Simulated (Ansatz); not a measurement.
Q: Each is relaxed and computed with the program Ansatz at the r²SCAN level (PAW). Which is the only metal?
(A) CoSi, P2_13 (Co on 4a, Si on 4a)
(B) SiCO4, I-4 (Si on 2a, C on 2c, O on 8g)
(C) Co2Li7Nb7O24, P1 (Pearson symbol aP40)
(D) SiC, P6_222 (Si on 3d, C on 3c)

A: A, CoSi, P2_13 (Co on 4a, Si on 4a). CoSi: metal; SiC: gap 1.18 eV (indirect); SiCO4: gap 7.90 eV (indirect); Co2Li7Nb7O24: gap 1.09 eV. Spin orders computed, not proven ground states: Co2Li7Nb7O24, P1 (Pearson symbol aP40) antiferromagnetic. Typed or built starts, not in the databases checked: SiC, P6_222 (Si on 3d, C on 3c); SiCO4, I-4 (Si on 2a, C on 2c, O on 8g); Co2Li7Nb7O24, P1 (Pearson symbol aP40). Not the usual ambient phase: SiC, P6_222 (Si on 3d, C on 3c). Began spin-polarised and lost the moments: CoSi, P2_13 (Co on 4a, Si on 4a). All cells were relaxed under the symmetry of their starts (and spin orders); stability against distortions was not tested throughout. Cells of antiferromagnets are given as chemical subcells. No Hubbard U is applied. Scalar-relativistic: spin–orbit coupling is off unless named, which matters more the heavier the elements.

Potentials: the later of the program's two PAW sets.
